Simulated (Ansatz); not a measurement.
**What DFT gives for YbCd₂F₂**

```
Cd F Yb
1.0
     2.07904    3.60100    0.00000
    -2.07904    3.60100    0.00000
     0.00000    0.00000    6.94971
Cd F Yb
2 2 1
Direct
  0.33330 0.33340 0.63400
  0.66670 0.66660 0.36600
  0.33330 0.33340 0.25890
  0.66670 0.66660 0.74110
  0.00000 0.00000 0.00000
```

Level: r2SCAN, no spin polarisation; 500 eV; 7×7×4 Γ-centred mesh; gaussian occupations (width 0.128 eV); Ansatz 0.2.0, fixed geometry.

Question: Describe some of the short contacts.

Answer: Cd–F at 2.51 Å: least valence density 0.21 e/Å³ and ELF 0.07 there. Yb–F at 3.00 Å: least valence density 0.08 e/Å³ and ELF 0.03 there. Yb–Cd at 3.50 Å: least valence density 0.08 e/Å³ and ELF 0.14 there. These are pseudo-fields; inside the PAW spheres they differ from the all-electron ones.

Question: What is the formation energy?

Answer: -1.29 eV an atom against the elements' usual phases (free molecules for gases, crystals otherwise, with no correction for O₂ or N₂), so it is bound against them; other compounds may still compete. Relaxing would lower it.

Question: Metal or insulator?

Answer: It is a metal, with about 2.1 states/eV a cell as the mean within 0.25 eV of the Fermi level, mostly Yb f (58 %), Cd s (16 %) and Yb d (12 %).

Question: What does the stress say?

Answer: The pressure is 0.3 GPa (compression positive), so with the atoms held at these fractions the cell is close to zero pressure; the forces are large, so a full relaxation may end otherwise. The principal stresses -3.2, 2.1, 2.1 GPa differ, so its shape would change too.

Question: Which atom feels the largest force, and which way?

Answer: The largest is on F3 (and as large on other atoms): 1.14 eV/Å, components (0.00, 0.00, -1.14). It makes 107° with the line to a nearest neighbour, Cd2 at 2.51 Å.

Question: How is the charge shared?

Answer: Bader charges in e: Yb +1.44, Cd +0.20, F -0.92. In the mean Yb gives up most and F takes most.

Origin: a known structure type with other elements, at an estimated volume, so it need not be a known compound. Caveats: no spin polarisation, so a magnetic state may lie lower; f levels without a U or exact exchange are poorly placed.
